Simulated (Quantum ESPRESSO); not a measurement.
# Different elements on one site among Al Hf Pt Ru Sn

These are calculations, not measurements. They come from Quantum ESPRESSO 7.5, a public plane-wave density functional program. Each row is one single-point run on a made-up periodic cell of eight metal atoms, with elements, volume, strain and displacements drawn at random and not relaxed, so a cell may be unstable or far from any real phase. There is no spin polarisation or spin-orbit coupling.

Settings: PBE unless stated; PseudoDojo standard norm-conserving files; Fermi-Dirac width 0.25 eV, which means electrons at about 2900 K; cutoff 1197 eV; 5 x 5 x 5 k mesh shifted half a step off Gamma. E is the free energy of the whole cell (internal energy minus TS), so a -TS column is already part of it. Stress is positive in tension, and the pressure P is minus a third of its trace.

Checks: one run of this series was repeated at a higher cutoff and on a denser mesh, which moved values by no more than 0.003 eV, 0.03 GPa and 0.003 eV/Å, and a second program with other atomic files agreed on it to 2 % rms in force and 0.5 GPa in pressure. Known limits: the tin pseudopotential is less sure than most, with forces differing by about three percent from a second method on plain tin; heavy elements are run without spin-orbit coupling, which real alloys of them have; a spin test at this wide smearing found no moment, but such smearing suppresses magnetism that the real alloy may have.

The lattice is hexagonal close-packed, and the cell vectors in Å are (-0.011, 5.213, 0.076); (2.876, 0.064, 4.735); (2.948, -0.077, -4.780), a volume of 144.38 Å³. The elements on sites 1 to 8 are Sn X Pt Hf Hf Ru Al Pt. The runs change X and keep the cell and the displaced positions. The column v is a rough volume for each atom of the pure element, close to PBE values, from general knowledge and not from these runs. Energies are left out, as each element's file has its own zero.

```
run   X  v (Å³)  -TS (eV)  force on X (eV/Å)  rms force (eV/Å)  P (GPa)
  1  Nb    18.1    -1.331              0.845             0.804    -0.23
  2  Sn    27.9    -1.185              0.920             0.863     5.58
  3  Mg    22.9    -1.149              0.970             0.829     0.78
  4  Ir    14.5         ?                  ?                 ?        ?
  5  Rh    14.1    -1.250              0.556             0.831    -5.79
```

## Worked fit

A straight line through the runs shown gives P = -15.6 + 0.754 v GPa with v in Å³, an error of 0.144 on the slope and a scatter of 1.49 GPa. At this fixed volume the pressure tends to rise with the size of X.

## Withheld run

Question: what pressure should run 4, with Ir, give?

The fit gives -4.67 ± 1.89 GPa. The calculation gave -6.12 GPa.
